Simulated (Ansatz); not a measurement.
Values for one crystal, relaxed and computed with LDA in the plane-wave PAW code Ansatz; other levels are named.

| Property | Value |
|---|---|
| Volume per atom | 20.38 Å³ |
| Band gap | 1.37 eV (indirect) |
| Conduction-band minimum | at Γ |
| Valence-band maximum | at X (k = 0.500, 0.500, 0.500 in fractions of the reciprocal vectors) |
| Hole effective mass | 0.41, 2.4, 3.8 mₑ (principal values) |
| Electron effective mass | 0.17, 0.20, 0.26 mₑ (principal values) |
| Smallest direct gap on the standard path | 1.49 eV |

Task: Pick the material that matches.
A) Ga2S3, Imm2 (Ga on 4d, S on 4d, S on 2a)
B) Mg2SeS, P-4m2 (Mg on 2g, Se on 1b, S on 1d)
C) GaN, zinc blende
D) CdPS3, R-3 (Cd on 6c, P on 6c, S on 18f)

Result: A, Ga2S3, Imm2 (Ga on 4d, S on 4d, S on 2a)

The workflow started from a Materials Project entry (that database holds measured and hypothetical structures alike); the Crystallography Open Database copy checked does not list it. COD files the formula under space group No. 9. Whether it is the stable phase at ambient conditions was not checked. The cell was relaxed with LDA under the symmetry of its start; its stability against distortions is not shown here. Scalar-relativistic: spin–orbit coupling is off unless named, which matters more the heavier the elements.

Potentials: the later of the program's two PAW sets.
